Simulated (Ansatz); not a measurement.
**NaCuP: a bulk modulus from differences**

The structure comes from a generated guess, relaxed at this level; another structure or a mixture of phases may lie lower.

The calculation used DFT PBE, scalar-relativistic, plane waves, PAW in Ansatz. Settings of the last relaxation (6-atom cell): 420 eV, 12×12×4 k points, Gaussian smearing of 0.10 eV, no spin polarisation.

```
Na Cu P
1.0
     3.86796    0.00000    0.00000
    -1.93398    3.34975    0.00000
     0.00000    0.00000    8.87748
Na Cu P
2 2 2
Direct
  0.00000 0.00000 0.50000
  0.00000 0.00000 0.00000
  0.66667 0.33333 0.25000
  0.33333 0.66667 0.75000
  0.66667 0.33333 0.75000
  0.33333 0.66667 0.25000
```

The cell was set to several volumes, with shape and atoms relaxed at each where symmetry leaves them free. Pressure is positive in compression, and energies count from the lowest row. No row has a gap on its mesh.

```
row  V (Å³/atom)  P (GPa)  ΔE (meV/atom)
  1       16.870     6.55           42.4
  2       17.445        ?              ?
  3       18.020     2.81            9.5
  4       18.595     1.30            2.2
  5       19.170     0.01            0.0
  6       19.746    -1.12            2.2
  7       20.321    -2.09            8.1
  8       21.088    -3.18           20.9
```

**Question.** Find B = −V·ΔP/ΔV from rows 4 and 6 and from rows 1 and 3, and from the two its slope B′ and its value B0 at zero pressure.

**Answer.** Rows 4 and 6 give −(18.595 + 19.746)/2 × (-1.12 − (1.30))/(19.746 − 18.595) = 40.3 GPa at a mean pressure of 0.09 GPa. Rows 1 and 3 give −(16.870 + 18.020)/2 × (2.81 − (6.55))/(18.020 − 16.870) = 56.7 GPa at a mean pressure of 4.68 GPa. So B′ = (56.7 − 40.3)/(4.68 − (0.09)) = 3.57 and B0 = 40.3 − 3.57 × (0.09) = 40.0 GPa. A third-order Birch–Murnaghan fit to all the energies gives B0 = 40.4 GPa and B′ = 3.8.

**Question.** Estimate the pressure and energy of row 2.

**Answer.** From row 5, V0 = 19.170 × (1 + (0.01)/40.0) = 19.175 Å³/atom. Murnaghan's form P = (B0/B′)·[(V0/V)^B′ − 1] gives (40.0/3.57) × [(19.175/17.445)^3.57 − 1] = 4.50 GPa; the computed pressure is 4.54 GPa, so the estimate is off by -0.04 GPa. The work of compression from row 3, with the mean of the two pressures, gives ΔE = 9.5 + (4.50 + 2.81)/2 × (18.020 − 17.445)/160.2 × 1000 = 22.6 meV/atom (1 eV/Å³ = 160.2 GPa); the computed value is 22.5 meV/atom.

All volumes keep the k mesh of the relaxed cell. A later test with randomly moved atoms came back to the same energy, though modes that don't fit the test's cell weren't probed.
